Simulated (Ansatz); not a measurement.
The elements of this relaxed trial crystal are hidden behind letters.

```
lattice vectors (Å)
  -2.9727    2.9727    3.3888
   2.9727   -2.9727    3.3888
   2.9727    2.9727   -3.3888
fractional positions
X 0.7500 0.2500 0.5000
X 0.2500 0.7500 0.5000
Z 0.7189 0.7189 0.0000
Z 0.2811 0.2811 0.0000
Q 0.0000 0.0000 0.0000
```

All numbers below come from DFT PBE, scalar-relativistic, plane waves, PAW (Ansatz). The final run on the 5-atom cell used 420 eV, a Γ-centred 10×10×10 mesh, 0.10 eV smearing and no spin polarisation.

- Space group: I4/mmm (No. 139)
- Conventional cell: a = 5.945 Å, c = 6.778 Å
- Volume per atom: 23.96 Å³
- Density: 3.32 g/cm³
- Energy over the elements: +0.14 eV/atom
- Gap on the 10×10×10 mesh of the 5-atom cell: 0 eV (a metal)

Energies are uncorrected and count from the elements' standard states at the same level.

Question: X is an s-block element of period 4, Z is a p-block element of period 4 and Q is a p-block element of period 2. Which elements are they?

Answer: X = Ca, Z = Ge, Q = N, so the formula is Ca2Ge2N. Density times volume gives a mean mass of 3.32 × 23.96/1.6605 = 47.9 u per atom, and this set has 47.9 u. Ca is surrounded by 4 Ge at 2.98 Å, 2 Ca at 3.39 Å and 4 N at 3.42 Å; around Ge lie 1 N at 1.90 Å, 1 Ge at 2.97 Å and 4 Ca at 2.98 Å; N has 2 Ge at 1.90 Å and 8 Ca at 3.42 Å. Other sets within the hints have nearly the same mass, so mass alone doesn't settle it; this one was computed.

Symmetry constrained the relaxation, so the result can be a saddle point. Another cell of Ca2Ge2N relaxed alike, in P-3m1, lies 0.71 eV/atom lower, so this cell isn't the stable form at this level.
